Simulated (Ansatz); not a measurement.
Profile along the Ca–F line in CaF2 (fluorite)

CaF2 (fluorite)

```
CELL_PARAMETERS angstrom
      0.00000     2.71960     2.71960
      2.71960     0.00000     2.71960
      2.71960     2.71960     0.00000
ATOMIC_POSITIONS crystal
  Ca 0.00000 0.00000 0.00000
  F  0.25000 0.25000 0.25000
  F  0.75000 0.75000 0.75000
```

Fields along a shortest Ca–F line of a {110} plane (2.36 Å), from Ca to F, interpolated on the slice's grid (step about 0.2 Å). Calculation: r2SCAN (plane waves to 500 eV, PAW, scalar-relativistic; Ansatz, a first-principles code). k mesh 11×11×11. Inside the PAW spheres the values are not all-electron values, and peaks at nuclei hang on which shells count as valence. CaF2 was relaxed with its symmetry unable to fall.

```json
[
 {"distance from Ca (Å)": "0.00", "valence electron density (e/Å³)": "6.69", "electron localisation function": "x"},
 {"distance from Ca (Å)": "0.12", "valence electron density (e/Å³)": "6.69", "electron localisation function": "x"},
 {"distance from Ca (Å)": "0.24", "valence electron density (e/Å³)": "6.24", "electron localisation function": "x"},
 {"distance from Ca (Å)": "0.35", "valence electron density (e/Å³)": "5.38", "electron localisation function": "x"},
 {"distance from Ca (Å)": "0.47", "valence electron density (e/Å³)": "4.16", "electron localisation function": "x"},
 {"distance from Ca (Å)": "0.59", "valence electron density (e/Å³)": "2.86", "electron localisation function": "0.86"},
 {"distance from Ca (Å)": "0.71", "valence electron density (e/Å³)": "1.74", "electron localisation function": "0.83"},
 {"distance from Ca (Å)": "0.83", "valence electron density (e/Å³)": "0.96", "electron localisation function": "0.68"},
 {"distance from Ca (Å)": "0.94", "valence electron density (e/Å³)": "0.51", "electron localisation function": "0.39"},
 {"distance from Ca (Å)": "1.06", "valence electron density (e/Å³)": "0.29", "electron localisation function": "0.11"},
 {"distance from Ca (Å)": "1.18", "valence electron density (e/Å³)": "0.22", "electron localisation function": "0.04"},
 {"distance from Ca (Å)": "1.30", "valence electron density (e/Å³)": "0.25", "electron localisation function": "0.14"},
 {"distance from Ca (Å)": "1.42", "valence electron density (e/Å³)": "0.37", "electron localisation function": "0.40"},
 {"distance from Ca (Å)": "1.53", "valence electron density (e/Å³)": "0.65", "electron localisation function": "0.68"},
 {"distance from Ca (Å)": "1.65", "valence electron density (e/Å³)": "1.18", "electron localisation function": "0.81"},
 {"distance from Ca (Å)": "1.77", "valence electron density (e/Å³)": "2.24", "electron localisation function": "0.81"},
 {"distance from Ca (Å)": "1.89", "valence electron density (e/Å³)": "4.24", "electron localisation function": "x"},
 {"distance from Ca (Å)": "2.01", "valence electron density (e/Å³)": "7.30", "electron localisation function": "x"},
 {"distance from Ca (Å)": "2.12", "valence electron density (e/Å³)": "10.65", "electron localisation function": "x"},
 {"distance from Ca (Å)": "2.24", "valence electron density (e/Å³)": "13.12", "electron localisation function": "x"},
 {"distance from Ca (Å)": "2.36", "valence electron density (e/Å³)": "14.00", "electron localisation function": "x"}
]
```

x: too close to a nucleus for the ELF to mean much.

Density on the Ca–F line (2.36 Å) at its midpoint: 0.22 e/Å³. ELF at that point: 0.0. Character of the Ca–F contact (rough rule: ELF there above 0.7 covalent, below 0.2 ionic, polar between): closed-shell (ionic).
